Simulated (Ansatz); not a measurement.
The slice is one period of a {100} plane through atoms; its size isn't given.

Calculation: PBEsol (plane waves to 420 eV, PAW, scalar-relativistic; Ansatz, a first-principles code). These are valence fields of a PAW run, semicore shells included where kept as valence: close to a nucleus they are smooth pseudo fields.

```
|9999886622000000000000000000000022668899|
|8888664411000000000000000000000011446688|
|6666442200000000000000000000000000224466|
|3322110000000000000000000000000000001122|
|0000000000000000000000000000000000000000|
|0000000000000000000000000000000000000000|
|0000000000000000000000000000000000000000|
|0000000000000000000000000000000000000000|
|0000000000000000000000000000000000000000|
|0000000000000000000000000000000000000000|
|0000000000000000000000000000000000000000|
|0000000000000000000000000000000000000000|
|0000000000000000000000000000000000000000|
|0000000000000000000000000000000000000000|
|0000000000000000000000000000000000000000|
|3322110000000000000000000000000000001122|
|6666442200000000000000000000000000224466|
|8888664411000000000000000000000011446688|
|9999886622000000000000000000000022668899|
|9999886633000000000000000000000033668899|
```
Scale: ten equal steps from -1.28 (start of '0') to 0.98 (end of '9'), in the order '0123456789'. Values: log₁₀ of the valence density in e/Å³. The map has 20 points along u (two characters each, u = 0 at the left) and 20 along v (v = 0 in the bottom row). The scale is logarithmic, as a density can span decades between atoms and voids.

```
|xxxxxxxx11000011447777774411000011xxxxxx|
|xxxxxx550000002255778877552200000055xxxx|
|xxxx5511000000336688888866330000001155xx|
|1111000000002255778888887755220000000011|
|0000000000114466889999998866441100000000|
|0000000022446688999999999988664422000000|
|1111223355668899999999999999886655332211|
|4455556677889999999999999999998877665555|
|6677778888999999999999999999999988887777|
|7777888888999999999999999999999988888877|
|6677778888999999999999999999999988887777|
|4455556677889999999999999999998877665555|
|1111223355668899999999999999886655332211|
|0000000022446688999999999988664422000000|
|0000000000114466889999998866441100000000|
|1111000000002255778888887755220000000011|
|xxxx5511000000336688888866330000001155xx|
|xxxxxx550000002255778877552200000055xxxx|
|xxxxxxxx11000011447777774411000011xxxxxx|
|xxxxxxxx22000011446677664411000022xxxxxx|
```
Scale: ten equal steps from 0.02 (start of '0') to 0.71 (end of '9'), in the order '0123456789'. Values: electron localisation function (ELF). The map has 20 points along u (two characters each, u = 0 at the left) and 20 along v (v = 0 in the bottom row). Points within 0.5 Å of a nucleus are blanked (x), as the pseudised field means little there.

Question: Which relaxed crystal do these maps come from?
A) Li (fcc, Cu type)
B) Ag (fcc, Cu type)
C) Pd (fcc, Cu type)
D) Cu (fcc, Cu type)

Answer: A, Li (fcc, Cu type). Atoms on the slice: Li at (0.00, 0.00)

All were relaxed with their symmetry unable to fall. Cu is run without spin polarisation. Pd is run without spin polarisation. This is one of several known forms of Li; the measured ambient cells at hand have space group No. 229.
